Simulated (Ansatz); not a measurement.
PbO₂:
```
PbO2
1.0
    4.98631     0.00000     0.00000
    0.00000     4.98631     0.00000
    0.00000     0.00000     3.40334
Pb O
2 4
Direct
  0.00000   0.00000   0.00000
  0.50000   0.50000   0.50000
  0.30729   0.30729   0.00000
  0.19271   0.80729   0.50000
  0.69271   0.69271   0.00000
  0.80729   0.19271   0.50000
```

Relaxed with r²SCAN. Special points in fractions of this cell's reciprocal vectors: Γ (0.000, 0.000, 0.000); X (0.000, 0.500, 0.000); M (0.500, 0.500, 0.000); Z (0.000, 0.000, 0.500); R (0.000, 0.500, 0.500); A (0.500, 0.500, 0.500).

Problem. List the band energies nearest the Fermi level at these points for plane-wave PAW r²SCAN with spin–orbit coupling (Ansatz code).

Solution. In eV from the Fermi level; about four levels below and three above (degenerate sets whole), none deeper than 8.9 eV; points with the same levels are listed once.

```csv
k,below,above
Γ,-0.50 -0.50 -0.40 -0.40,0.03 0.03 4.85 4.85
X,-0.40 -0.40 -0.40 -0.40,2.87 2.87 2.87 2.87
M,-0.53 -0.53 -0.53 -0.53,3.34 3.34 3.34 3.34
Z,-0.84 -0.84 -0.84 -0.84,4.31 4.31 4.31 4.31
R,-0.12 -0.12 -0.12 -0.12,4.62 4.62 4.63 4.63
A,-0.59 -0.59 -0.59 -0.59,3.35 3.35 3.35 3.35
```

Space group P4_2/mnm (rutile). Symmetry was held in the r²SCAN relaxation; of distortions, only those at the zone centre were tested. A small band overlap can be real or an error of a semilocal functional.

Potentials: the later of the program's two PAW sets.
